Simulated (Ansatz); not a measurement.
BAs in space group Pnma (No. 62; B on 4c, As on 4c), LDA in the plane-wave PAW code Ansatz, all energies at zero smearing, with the estimated change up to a 700 eV cutoff added, with one set of potentials and settings (totals compare only within such a set). Cell of 8 atoms (4 B, 4 As): -19691.856 eV.

```json
[
 {"element": "B", "reference phase": "R-3m, 12 atoms in the cell", "E (eV/atom)": "-149.7761"},
 {"element": "As", "reference phase": "R-3m, 2 atoms in the cell", "E (eV/atom)": "-4773.6775"}
]
```

Formation energy per atom, worked out: (-19691.856 − 4×(-149.7761) − 4×(-4773.6775))/8 = 0.245 eV/atom (24 kJ per mol of atoms), at 0 K, without zero-point energy or fitted corrections.

The start of the workflow was typed in or built on a structure type; neither database checked (COD, Materials Project) lists it. It is not the phase usual at ambient conditions (space group No. 216). Symmetry was held in the LDA relaxation; whether a distortion lowers the energy is not shown. The volume moved by 23 % from the start of the relaxation. Its formation energy is positive at this level, so the cell may be metastable or incomplete. The references are the lowest solids computed at this level, not always the standard phases.

Potentials: the earlier of the program's two PAW sets. The files were generated under PBE; for other functionals the program regenerates the frozen cores, and for LDA and PBEsol the local potential too.
